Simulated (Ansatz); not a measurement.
Data:

Sr:
```xyz
1
Lattice="0.0000 2.9597 2.9597 2.9597 0.0000 2.9597 2.9597 2.9597 0.0000" Properties=species:S:1:pos:R:3 pbc="T T T"
Sr     0.0000     0.0000     0.0000
```

This is the PBEsol-relaxed structure.

Q: All from PBEsol (plane waves, PAW; program Ansatz), unless another level is named. Predict the Young's modulus.

A: 16.7 GPa.

Q: What about the elastic constants (relaxed ions, GPa)?

A: C11 = 15.8, C12 = 11.0, C44 = 12.4.

Space group Fm-3m (fcc (Cu type)). Symmetry was held in the PBEsol relaxation. As this level gives no gap, shear constants depend on the k-mesh and smearing (Fermi–Dirac, 0.1 eV here).

Potentials: the later of the program's two PAW sets.
